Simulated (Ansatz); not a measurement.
# Structure relaxation, Ni

The start is a randomly generated symmetric cell of Ni (space group No. 221). The cell and all atomic positions are relaxed at zero pressure with r2SCAN (plane waves to 500 eV, PAW, scalar-relativistic; Ansatz, a first-principles code). The first steps use a coarse 10×10×10 k-mesh.

The start:
```yaml
crystal:
  lattice:
    - [3.31986, 0.00000, 0.00000]
    - [0.00000, 3.31986, 0.00000]
    - [0.00000, 0.00000, 3.31986]
  atoms:
    - { symbol: Ni, position: [0.00000, 0.50000, 0.50000] }
    - { symbol: Ni, position: [0.50000, 0.00000, 0.50000] }
    - { symbol: Ni, position: [0.50000, 0.50000, 0.00000] }
```
Spin-polarised start, with parallel moments on Ni.

**Question.** What pressure does the first self-consistent step give?

**Answer.** +5.7 GPa (positive: the cell is compressed).

**Question.** How does the volume per atom move from start to end?

**Answer.** +3.3 %, from 12.20 to 12.60 Å³/atom.

**Question.** How do the shortest distances between atoms change?

**Answer.** The closest pairs of elements (up to four, under 3.6 Å), start → end: Ni–Ni 2.35 → 2.37 Å.

**Question.** What band gap does the relaxed structure have at this level?

**Answer.** No gap (metallic).

**Question.** What does it relax into? Give the structure.

**Answer.** 
```cif
data_Ni3
_chemical_formula_sum 'Ni3'
_space_group_name_H-M_alt 'Pm-3m'
_space_group_IT_number 221
_space_group_name_Hall '-P 4 2 3'
_cell_length_a 3.35616
_cell_length_b 3.35616
_cell_length_c 3.35616
_cell_angle_alpha 90.000
_cell_angle_beta 90.000
_cell_angle_gamma 90.000
loop_
_atom_site_label
_atom_site_type_symbol
_atom_site_symmetry_multiplicity
_atom_site_Wyckoff_symbol
_atom_site_fract_x
_atom_site_fract_y
_atom_site_fract_z
_atom_site_occupancy
Ni1 Ni 3 c 0.00000 0.50000 0.50000 1
```

The space group stays Pm-3m (No. 221) (the run could not lower it), with 3 atoms in the primitive magnetic cell. Final values are on a 14×14×14 k-mesh of the relaxed cell. Spin state reached: ferromagnetic (net 0.81 μB/atom), from parallel starting moments; other spin orders were not run from this start. r2SCAN tends to overstate moments in metals.

The run could not lose the symmetry of its start, so the end can be a saddle point.

All atoms sit on sites fixed by symmetry, so only the cell could relax.

The relaxed structure here is a generated cell of Ni: the first start was made by a random draw of sites in a space group, and the end was not matched to a known phase here, so it may be hypothetical. Known forms of Ni include space group No. 225.
